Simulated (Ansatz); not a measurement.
Method: DFT PBE, scalar-relativistic, plane waves, PAW in Ansatz 0.2.0. Settings: cutoff 420 eV, Γ-centred meshes spaced at most about 0.3 Å⁻¹, and about 0.25 Å⁻¹ or finer for metals (2π included), Gaussian smearing. Collinear spin in cells that started with moments and kept them past the coarse steps, no spin elsewhere.

All energies are static (0 K, no zero-point motion).

Two relaxed structures of K3Zr2S:

A. (no spin)

```
K Zr S
1.0
     6.05779    0.00000    0.00000
    -3.02890    5.24620    0.00000
     0.00000    0.00000    6.26770
K Zr S
3 2 1
Direct
  0.33333 0.66667 0.50000
  0.66667 0.33333 0.00000
  0.66667 0.33333 0.50000
  0.00000 0.00000 0.18350
  0.00000 0.00000 0.81650
  0.33333 0.66667 0.00000
```

B. (site moments Zr 1.1 (×2) μB)

```
K Zr S
1.0
     5.49720    0.00000    0.00000
    -2.74860    4.76071    0.00000
     0.00000    0.00000    8.19519
K Zr S
3 2 1
Direct
  0.33333 0.66667 0.10266
  0.66667 0.33333 0.89734
  0.00000 0.00000 0.50000
  0.33333 0.66667 0.55270
  0.66667 0.33333 0.44730
  0.00000 0.00000 0.00000
```

Question: Which form is favoured at zero pressure, and by what margin per atom?

Answer: B is lower, by 53 meV/atom. A has space group P-6m2 (No. 187), 33.2 Å³/atom and no gap on its mesh; B has space group P-3m1 (No. 164), 35.7 Å³/atom and no gap. Counting K or Zr atoms around S (for each partner element, those within 1.25 times its shortest distance or 1.15 times the sum of covalent radii, where it is the nearest in units of that sum or under 1.3; a plus sign parts groups by distance over the sum of covalent radii), A has S 5 and B has S 6+2. Their magnetic states differ too, which can make part of the margin. The lower one is the more open, so pressure narrows the difference. Even the lower one lies +0.67 eV/atom against the reference forms of the elements (uncorrected), so neither is stable at this level. In A, around K on its first site lie 2 S at 3.13 Å, 3 K at 3.50 Å and 6 Zr at 4.02 Å; Zr has 1 Zr at 2.30 Å, 3 K at 3.68 Å, 3 S at 3.68 Å, 1 Zr at 3.97 Å and 6 K at 4.02 Å; around S lie 2 K at 3.13 Å, 3 K at 3.50 Å and 6 Zr at 3.68 Å; 2 more sites not described. In B, K on a site of symmetry 3m is surrounded by 3 S at 3.28 Å, 3 K at 3.59 Å and 1 Zr at 3.69 Å; Zr has 3 K at 3.20 Å, 3 Zr at 3.29 Å and 1 K at 3.69 Å; S has 6 K at 3.28 Å and 2 K at 4.10 Å; 1 more site not described. Both come from invented guesses.

The magnetic state reached may not be the lowest. Cells relaxed within their symmetry can be saddle points. Some structure types and database cells were kept out of the candidates from the start, so a known form may be missing.
